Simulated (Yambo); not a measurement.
Yambo input for Na3MoO3F3 (space group R3, No. 146) (a = b = c = 5.806 Å, α = β = γ = 57.29°), on norm-conserving PBEsol (Quantum ESPRESSO, 88 Ry, scalar-relativistic) wavefunctions on a 4×4×4 mesh:

```
optics
chi
dipoles
kernel
FFTGvecs= 40 Ry
Chimod= "HARTREE"
NGsBlkXd= 3 Ry
% QpntsRXd
 1 | 1 |
%
% BndsRnXd
 5 | 115 |
%
GrFnTpXd= "R"
% EnRngeXd
 0.0 | 20.0 | eV
%
% DmRngeXd
 0.2 | 0.2 | eV
%
CGrdSpXd= 50
ETStpsXd= 161
% LongDrXd
 1.0 | 0.0 | 0.0 |
%
```

First lines of the file o-*.eps_q1_inv_rpa_dyson:

```
Absorption @ Q(1):   1.00000000     0.00000000     0.00000000    [q->0 direction]
#
# [ X ] Hartree size     :   71
# [GEN] GF Energies     : Perdew, Burke & Ernzerhof SOL(X)+Perdew, Burke & Ernzerhof SOL(C)
# [GEN] Green`s Function     : Retarded
#
# [GEN] Gauge     : Length
# [GEN] [r,Vnl] included     : yes
#
#    E[1] [eV]     Im(eps)     Re(eps)     Im(eps_o)     Re(eps_o)
#
     0.000000     0.36508E-15     2.547055     -0.27168E-18     3.564855
     0.125000     0.891383E-3     2.547332     0.003035     3.565797
     0.250000     0.001786     2.548166     0.006090     3.568630
     0.375000     0.002688     2.549559     0.009188     3.573373
     0.500000     0.003600     2.551517     0.012351     3.580059
     0.625000     0.004526     2.554047     0.015601     3.588735
     0.750000     0.005470     2.557159     0.018966     3.599463
     0.875000     0.006436     2.560865     0.022471     3.612320
     1.000000     0.007428     2.565181     0.026150     3.627403
     1.125000     0.008452     2.570123     0.030036     3.644828
     1.250000     0.009512     2.575714     0.034169     3.664733
     1.375000     0.010614     2.581977     0.038596     3.687284
     1.500000     0.011765     2.588940     0.043372     3.712677
     1.625000     0.012973     2.596635     0.048560     3.741141
     1.750000     0.014245     2.605100     0.054238     3.772952
     1.875000     0.015592     2.614377     0.060500     3.808432
     2.000000     0.017025     2.624516     0.067459     3.847969
     2.125000     0.018557     2.635572     0.075259     3.892025
     2.250000     0.020204     2.647612     0.084079     3.941155
     2.375000     0.021985     2.660711     0.094144     3.996034
     2.500000     0.023924     2.674957     0.105750     4.057487
     2.625000     0.026049     2.690454     0.119281     4.126532
     2.750000     0.028397     2.707324     0.135253     4.204441
     2.875000     0.031013     2.725715     0.154365     4.292823
     3.000000     0.033959     2.745803     0.177596     4.393743
     3.125000     0.037314     2.767803     0.206340     4.509895
     3.250000     0.041190     2.791984     0.242655     4.644856
     3.375000     0.045745     2.818685     0.289677     4.803476
     3.500000     0.051215     2.848340     0.352398     4.992470
     3.625000     0.057972     2.881522     0.439165     5.221323
     3.750000     0.066640     2.918995     0.564826     5.503607
     3.875000     0.078361     2.961771     0.757813     5.858359
     4.000000     0.095420     3.011019     1.077114     6.308238
```
(The file goes on to the top of the energy range.) Convergence of the RPA response with its 4×4×4 mesh was not tested.

Spin-orbit coupling is not included.

Geometry of the Materials Project entry, not relaxed at this level.
